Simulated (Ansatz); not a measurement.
V3Ge in space group Fm-3m (No. 225; Ge on 4a, V on 4b, V on 8c), plane-wave PAW r²SCAN (Ansatz code), all energies at zero smearing, with the estimated change up to a 700 eV cutoff added, with one set of potentials and settings (totals compare only within such a set). Cell of 4 atoms (1 Ge, 3 V): -13054.992 eV.

```csv
element,reference phase,E (eV/atom)
Ge,"Fd-3m, 2 atoms in the cell",-4302.9121
V,"Im-3m, 1 atoms in the cell",-2917.0517
```

Formation energy per atom, worked out: (-13054.992 − 1×(-4302.9121) − 3×(-2917.0517))/4 = -0.231 eV/atom (-22 kJ per mol of atoms), at 0 K, without zero-point energy or fitted corrections.

The cell is a constructed one: a structure type filled with these elements; neither database checked (COD, Materials Project) lists it. COD files the formula under space group No. 223. Whether it is the stable phase at ambient conditions was not checked. Symmetry was held in the r²SCAN relaxation, as lowered by the spin order; whether a distortion lowers the energy is not shown. Spin order of the final state: ferrimagnetic, chosen from 2 collinear starts compared on coarse meshes (ties went to the first, and starts can fall back to one state), not a proven ground state. The program gave a warning on the electronic state, which may not be the lowest. The references are the lowest solids computed at this level, not always the standard phases.

Potentials: the earlier of the program's two PAW sets.
